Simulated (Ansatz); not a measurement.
## Does relaxation matter for the field gradients of Al2O3 with Si replacing Al?

Start: a supercell of Al2O3 (corundum type, R-3c) built from a computed structure from the Materials Project (it need not be an observed phase), with all atoms left at the host's positions.

```cif
data_Al15SiO24
_symmetry_space_group_name_H-M 'R3:H'
_symmetry_Int_Tables_number 146
_cell_length_a 9.6101
_cell_length_b 9.6101
_cell_length_c 13.1163
_cell_angle_alpha 90.000
_cell_angle_beta 90.000
_cell_angle_gamma 120.000
loop_
_atom_site_label
_atom_site_type_symbol
_atom_site_symmetry_multiplicity
_atom_site_Wyckoff_symbol
_atom_site_fract_x
_atom_site_fract_y
_atom_site_fract_z
Si Si 3 a 0.0000 0.0000 0.6479
Al2 Al 9 b 0.8333 0.1667 0.3146
Al5 Al 3 a 0.0000 0.0000 0.8521
Al6 Al 9 b 0.8333 0.1667 0.5188
Al9 Al 3 a 0.0000 0.0000 0.1479
Al10 Al 9 b 0.1667 0.8333 0.4812
Al13 Al 3 a 0.0000 0.0000 0.3521
Al14 Al 9 b 0.1667 0.8333 0.6854
O17 O 9 b 0.1803 0.0136 0.4167
O18 O 9 b 0.6803 0.5136 0.4167
O19 O 9 b 0.8469 0.8469 0.7500
O20 O 9 b 0.6803 0.0136 0.4167
O21 O 9 b 0.1667 0.1803 0.5833
O22 O 9 b 0.6667 0.6803 0.5833
O23 O 9 b 0.1667 0.6803 0.5833
O24 O 9 b 0.0000 0.8469 0.2500
```

One atom of each set is listed; the run and its k-mesh use a cell of 40 atoms with edges of 7.06, 7.06, 7.06 Å.

Level of theory: DFT, PBE, plane waves and PAW, scalar-relativistic, collinear spin, 420 eV cutoff, Γ-centred 3×3×3 k-points, Fermi–Dirac smearing 0.01 eV (Ansatz 0.2.0). Start moments as typed (μB): 1 on each Si, none on the rest.

The largest force at the start is 0.48 eV/Å. Relaxing the ions at fixed cell moves them by 0.222 Å at most (atom 1, Si) and 0.067 Å rms.

```json
{"site": "Si", "moved (Å)": "0.222", "first shell before": "6 O at 1.87–1.99 Å", "first shell after": "3 O at 1.76 Å", "V_zz before (10²¹ V/m²)": "0.50", "η before": "0.00"}
{"site": "Al2", "moved (Å)": "0.020", "first shell before": "6 O at 1.87–1.99 Å", "first shell after": "6 O at 1.86–2.00 Å", "V_zz before (10²¹ V/m²)": "0.53", "η before": "0.11"}
{"site": "Al6", "moved (Å)": "0.041", "first shell before": "6 O at 1.87–1.99 Å", "first shell after": "6 O at 1.87–2.00 Å", "V_zz before (10²¹ V/m²)": "0.54", "η before": "0.35"}
{"site": "Al10", "moved (Å)": "0.015", "first shell before": "6 O at 1.87–1.99 Å", "first shell after": "6 O at 1.81–2.01 Å", "V_zz before (10²¹ V/m²)": "0.61", "η before": "0.42"}
{"site": "Al14", "moved (Å)": "0.044", "first shell before": "6 O at 1.87–1.99 Å", "first shell after": "6 O at 1.83–2.09 Å", "V_zz before (10²¹ V/m²)": "0.54", "η before": "0.31"}
{"site": "O17", "moved (Å)": "0.011", "first shell before": "4 Al at 1.87–1.99 Å", "first shell after": "4 Al at 1.87–2.00 Å", "V_zz before (10²¹ V/m²)": "-3.94", "η before": "0.52"}
{"site": "O18", "moved (Å)": "0.026", "first shell before": "4 Al at 1.87–1.99 Å", "first shell after": "4 Al at 1.86–1.99 Å", "V_zz before (10²¹ V/m²)": "-3.97", "η before": "0.52"}
{"site": "O19", "moved (Å)": "0.164", "first shell before": "3 Al at 1.87–1.99 Å, 1 Si at 1.99 Å", "first shell after": "3 Al at 1.81–1.94 Å, 1 Si at 2.30 Å", "V_zz before (10²¹ V/m²)": "-4.29", "η before": "0.54"}
{"site": "O21", "moved (Å)": "0.066", "first shell before": "1 Si at 1.87 Å, 3 Al at 1.87–1.99 Å", "first shell after": "1 Si at 1.76 Å, 3 Al at 1.89–2.09 Å", "V_zz before (10²¹ V/m²)": "-4.96", "η before": "0.95"}
{"site": "O22", "moved (Å)": "0.057", "first shell before": "4 Al at 1.87–1.99 Å", "first shell after": "4 Al at 1.87–2.01 Å", "V_zz before (10²¹ V/m²)": "-3.88", "η before": "0.52"}
```

Q: What are V_zz and η after the relaxation?

A: 

```
site  V_zz after  η after  change of V_zz
  Si       -1.82     0.00           -2.32
 Al2        0.78     0.52           +0.25
 Al6        0.41     0.97           -0.13
Al10       -1.13     0.84               –
Al14        1.45     0.69           +0.91
 O17       -4.33     0.48           -0.39
 O18       -3.95     0.44           +0.02
 O19       -3.88     0.77           +0.41
 O21        5.03     0.88               –
 O22       -4.60     0.50           -0.72
```

The largest change of V_zz along a kept axis is on Si, from 0.50 to -1.82. The whole tensor moves most on O19, by 3.67 along its most changed direction. In per cent, |V_zz| changes by -10 to +19 on O (all sites that start above 2, bar those whose gradient vanishes or changes sign or whose main axis turns by over 40°). Where |V_zz| stays above 0.1 and the axes keep their order, η moves most on Al6, from 0.35 to 0.97. On Al14, Al2 V_xx and V_yy change places (or their axes turn by over 50°), so the two values of η hide a larger change. V_zz changes sign on Si (same axis). On O21, Al10 the largest principal value lies along another axis in the second run, so the two V_zz can't be compared directly. The table leaves out 6 of the 16 sites, with |V_zz| up to 4.07; their tensors move by 0.37 at most along any direction. The statements above cover all sites. The electronic state changes along with the positions (absolute moment from 0.5 to 1.1 μB, a gap opens), so the changes aren't those of geometry alone. The host's own positions weren't relaxed first, so part of the change far from the defect can be the host's relaxation.

The defect repeats with the cell of 40 atoms, so it feels its images: sites between two images don't show the values beside a lone defect, and zeros or small values of η there can come from the images' arrangement. Al and O carry a gradient in the pure host already, so the values there aren't the defect's effect alone. The run lost most of its start moments on Si; a state with other moments may lie lower.
Before: The defect cell has no gap above 0.1 eV on its mesh, so the values can hang on the smearing and the k-mesh. The neighbours have not yet relaxed around the defect (largest force 0.48 eV/Å), so a real crystal will differ.
After: The relaxation keeps the site symmetry 3 of the start, so the impurity can move only along its axis; a start off the site could end lower. With a gap of 0.3 eV on this mesh, small gradients can still move by 0.1 × 10²¹ V/m² or more as the k-mesh gets denser.
